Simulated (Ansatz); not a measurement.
Input for Ansatz (plane-wave DFT, PAW):

```yaml
crystal:
  lattice:
    - [2.8466793951, 0.0, 0.0]
    - [-1.4233396975, 2.4652966726, 0.0]
    - [0.0, 0.0, 5.5103009832]
  atoms:
    - { symbol: Ti, position: [0.3333333333, 0.6666666667, 0.25] }
    - { symbol: Ti, position: [0.6666666667, 0.3333333333, 0.75] }
    - { symbol: O, position: [0.0, 0.0, 0.0] }
    - { symbol: O, position: [0.0, 0.0, 0.5] }
basis:
  ecutwfc: 420
kpoints:
  mp_grid: { grid: [18, 18, 8] }
hamiltonian:
  xc: pbesol
scf:
  occupations: { method: gaussian, width: 0.1 }
output:
  forces: true
  stress: true
  eigenvalues: true
relax:
  adjacent_minimum: "off"
  f_tol: 0.01
  max_steps: 30
  cell: { stress_tol: 0.1, fix: [volume] }
```

Run as
```bash
ansatz run input.yaml --threads 1 --pin off --max-ram 2560MiB --backend cpu --events-out ev --progress --plain --runs-dir out
```

Method: Ansatz 0.2.0, DFT PBEsol, scalar-relativistic, plane waves, PAW.

Part of what the program printed, abridged (final results; tables in files aren't shown):

```
SCF 3 converged in 4 iterations: F = -6074.676133 eV  dr2 = 1.08e-10
SCF converged after 4 iterations
Free energy (F): -6074.676133 eV
Harris-Foulkes:  -6074.676133 eV  (|F-HF|=3.55e-11)
Internal energy: -6074.672099 eV  (E = F + TS)
E sigma→0 (E₀):  -6074.674116 eV
Entropy (-TS):   -0.004034 eV (-1.008 meV/atom)
Fermi energy:    17.123771 eV
--- Per-component energies (eV) ---
  E_band       = -196.022397
  E_kinetic    = 901.499480
  E_local      = -1793.023411  (includes V_loc(G=0)·N_el)
  E_nonlocal   = 115.680160
  E_hartree    = 713.633828
  E_xc         = -342.223908
  E_vxc        = -434.365317  (∫ρ·V_xc dr)
  E_paw        = -2350.404619  (= ΣΔE_a)
  E_vpaw       = -413.086049  (= ΣTr[D̂ρ^β])
  E_aug_tail   = 0.005027  (compensation charges beyond the density's cutoff)
  E_ewald      = -3320.188001
  E_core_change = 0.349344  (= ΣΔE_core)
  E_smearing   = -0.004034  (= −TS)
--- Forces (eV/Å), atoms counted from 1 ---
  atom   1  Ti     0.00000000     0.00000000     0.00000000
  atom   2  Ti     0.00000000     0.00000000     0.00000000
  atom   3  O      0.00000000     0.00000000     0.00000000
  atom   4  O      0.00000000     0.00000000     0.00000000
--- Stress (GPa, compression-positive) ---
       -7.026806       0.000000       0.000000
        0.000000      -7.026806       0.000000
        0.000000       0.000000      -6.987629
  P = ⅓ Tr σ = -7.0137 GPa (-70.137 kbar)
--- Band table (eV; the first three rows and the last of 185) ---
  k-point 0: bands = ["-40.4927", "-40.4429", "-17.3866", "-16.8603", "-16.4561", "-16.4561", "-16.4403", "-16.4403", "-4.8742", "-3.4993", "7.5389", "11.1048", "11.1048", "11.5975", "11.5975", "11.7598", "15.0634", "16.8642", "16.8642", "17.1786", "17.8574", "17.8574"]
  k-point 1: bands = ["-40.4908", "-40.4448", "-17.3677", "-16.8815", "-16.4555", "-16.4555", "-16.4409", "-16.4409", "-4.8255", "-3.5568", "7.6590", "11.1176", "11.1176", "11.4793", "11.5710", "11.5710", "15.2649", "16.9368", "16.9368", "17.1425", "17.9013", "17.9013"]
  k-point 2: bands = ["-40.4855", "-40.4502", "-17.3132", "-16.9413", "-16.4538", "-16.4538", "-16.4426", "-16.4426", "-4.6860", "-3.7176", "8.0070", "10.8178", "11.1562", "11.1562", "11.5001", "11.5001", "15.6984", "17.0296", "17.1389", "17.1389", "17.9920", "17.9920"]
  k-point 184: bands = ["-40.3365", "-40.3365", "-17.0137", "-17.0137", "-17.0024", "-17.0024", "-16.8107", "-16.8107", "-3.5370", "-3.5370", "8.5761", "8.5761", "9.7926", "9.7926", "10.0517", "10.0517", "16.6947", "16.6947", "18.5884", "18.5884", "19.0420", "19.0420"]
--- Relaxed structure (2 steps of the walk, 2 accepted, 1 SCFs on fresh bases) ---
  F+E_penalty+E_count = -6074.67613303 eV   max|allowed force component| = 6.476e-17 eV/Å   (the final SCF, on the basis selected at the relaxed cell)
  cell:  # Å, volume = 38.6708 Å³
    - [2.84728776, 0.0, 0.0]
    - [-1.42364388, 2.46582353, 0.0]
    - [0.0, 0.0, 5.50794651]
  atoms:
    - { symbol: Ti, position: [0.33333333, 0.66666666, 0.25] }
    - { symbol: Ti, position: [0.66666666, 0.33333333, 0.74999999] }
    - { symbol: O, position: [0.0, 0.0, 0.0] }
    - { symbol: O, position: [0.0, 0.0, 0.5] }
```

The relaxation met its thresholds.

It took 59 s on 1 thread of Intel(R) Xeon(R) Processor @ 2.50GHz (Skylake/Cascade Lake), on a shared host, peak memory 0.46 GiB.

Spin polarisation was left out, and a magnetic state may lie lower.